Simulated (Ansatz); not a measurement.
Given:

I:
```cif
data_I4
_chemical_formula_sum 'I4'
_space_group_name_H-M_alt 'P 1'
_space_group_IT_number 1
_cell_length_a 4.34800
_cell_length_b 4.34800
_cell_length_c 9.62326
_cell_angle_alpha 90.000
_cell_angle_beta 90.000
_cell_angle_gamma 60.683
loop_
_space_group_symop_operation_xyz
  'x, y, z'
loop_
_atom_site_label
_atom_site_type_symbol
_atom_site_fract_x
_atom_site_fract_y
_atom_site_fract_z
_atom_site_occupancy
I1 I 0.82639 0.17361 0.12277 1
I2 I 0.17361 0.82639 0.87723 1
I3 I 0.32639 0.67361 0.37723 1
I4 I 0.67361 0.32639 0.62277 1
```

This is the PBEsol-relaxed structure.

Q: All from the program Ansatz at the PBEsol level (PAW), unless another level is named. Estimate the band gap.

A: 0.79 eV (indirect).

Q: Next, the smallest direct gap on the standard path?

A: 1.05 eV.

Q: And the valence-band maximum?

A: at Γ.

Space group Cmce (molecular I2 type). The cell was relaxed with PBEsol under the symmetry of its start. A crystal of weakly bound units computed without a dispersion correction: the cell and the soft elastic constants depend strongly on that. Scalar-relativistic: spin–orbit coupling is off unless named, which matters more the heavier the elements.

Potentials: the later of the program's two PAW sets.
